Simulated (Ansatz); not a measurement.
ZnS (wurtzite)

```
CELL_PARAMETERS angstrom
      3.80610     0.00000     0.00000
     -1.90305     3.29618     0.00000
      0.00000     0.00000     6.24474
ATOMIC_POSITIONS crystal
  Zn 0.66667 0.33333 0.99975
  Zn 0.33333 0.66667 0.49975
  S  0.66667 0.33333 0.62545
  S  0.33333 0.66667 0.12545
```

Scan: atom 1 (Zn, nearest neighbour S at 2.333 Å; its periodic images, 3.8 Å or more away, move with it) is displaced along Cartesian x, direction (1.000, 0.000, 0.000) in Cartesian axes, by s. The other atoms stay.

Computed with r2SCAN (plane waves to 500 eV, PAW, scalar-relativistic; Ansatz, a first-principles code). k mesh 8×8×5 (Γ-centred), Fermi-Dirac smearing 0.05 eV. E stands for the smeared free energy. ZnS was relaxed with its symmetry unable to fall. ΔE is measured from the undisplaced structure.

```tsv
s (Å)	ΔE (meV/cell)
-0.230	161.6
-0.184	withheld
-0.138	56.5
-0.092	24.9
-0.046	6.2
0.000	0.0
0.046	6.2
0.092	24.9
0.138	56.5
0.184	withheld
0.230	161.6
```

**Question.** Fit an even polynomial form (powers 2, 4) to the given rows and predict ΔE at s = -0.184.

**Answer.** Least squares on the 9 given rows: ΔE = (2918)·s² + (2582)·s⁴, in meV/cell with s in Å; root-mean-square residual 0.01 meV/cell. At -0.184 the fit gives 101.8 meV/cell; the calculation gives 101.8 meV/cell, the same to the digits shown. The quadratic term alone would give 98.8 meV/cell.

(For displaced atoms, the force is minus the slope of the energy, and its curvature is a force constant, which sets phonon frequencies.)
